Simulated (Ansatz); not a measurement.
Ti2NOSe, Janus MXene-type layer, relaxed and computed with two functionals in Ansatz (plane waves, PAW).

```tsv
functional	a (Å)	thickness (Å)
PBE	3.105	5.08
r²SCAN+D4	[?]	[?]
```

### Question
Complete the blanks.

### Answer

- r²SCAN+D4, a (Å): 3.092
- r²SCAN+D4, thickness (Å): 5.03

Began spin-polarised and lost the moments: Ti2NOSe, Janus MXene-type layer with PBE; Ti2NOSe, Janus MXene-type layer with r²SCAN+D4. All cells were relaxed under the symmetry of their starts (and spin orders); stability against distortions was not tested throughout. Spin–orbit coupling is left out wherever it is not named. Constructed layers (a layer type filled with these elements): Ti2NOSe, Janus MXene-type layer; Ti2NOSe, Janus MXene-type layer.

Potentials: the later of the program's two PAW sets.

Ansatz (a program for electronic structure) is a plane-wave DFT program.
